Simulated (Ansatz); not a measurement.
Zone-centre phonons of Be₂Ge at 6.1 GPa: input and output

Computed with DFT PBE, scalar-relativistic, plane waves, PAW (Ansatz 0.2.0).

Launched with:
```bash
ansatz run input.yaml --threads 1 --pin off --max-ram 1228MiB --backend cpu --events-out ev --progress --plain --runs-dir out
```

Input (bare energies are in eV):
```yaml
crystal:
  lattice:
    - [0.0, 2.6345, 2.6345]
    - [2.6345, 0.0, 2.6345]
    - [2.6345, 2.6345, 0.0]
  atoms:
    - { symbol: Ge, position: [0.0, 0.0, 0.0] }
    - { symbol: Be, position: [0.25, 0.25, 0.25] }
    - { symbol: Be, position: [0.75, 0.75, 0.75] }
basis:
  ecutwfc: 420
kpoints:
  mp_grid: { grid: [14, 14, 14] }
hamiltonian:
  xc: pbe
scf:
  occupations: { method: fermi_dirac, width: 0.15 }
output:
  eigenvalues: true
phonons:
  method: dfpt
  eigenvectors: true
```

Results section of the output:
```
--- Phonons (Γ-DFPT): 2 representative perturbations + reference, on 244 of 2744 k-points (Σ response iterations 6) ---
  k mesh reduced under 8 symmetry operations, with k and −k counted as one. Each operation leaves every solved displacement unchanged or reverses it
  ASR residual: 2.584e-5 → 0.000e0 eV/Å²; symmetrization residual: 6.976e-7 eV/Å²
  ASR residual per site (eV/Å²): 2.58e-5 1.80e-6 1.80e-6
  Γ frequencies (cm⁻¹): 0.00 0.00 0.00 389.96 389.96 389.96 413.84 413.84 413.84
  non-analytic LO–TO correction: not included (Born effective charges unavailable; polar crystals: no LO–TO splitting at Γ)
```

The cell is the ideal cubic antifluorite prototype; whether it is the stable structure of this composition wasn't checked. In a metal, frequencies and elastic constants depend on the k mesh and the smearing, soft modes and shear constants most.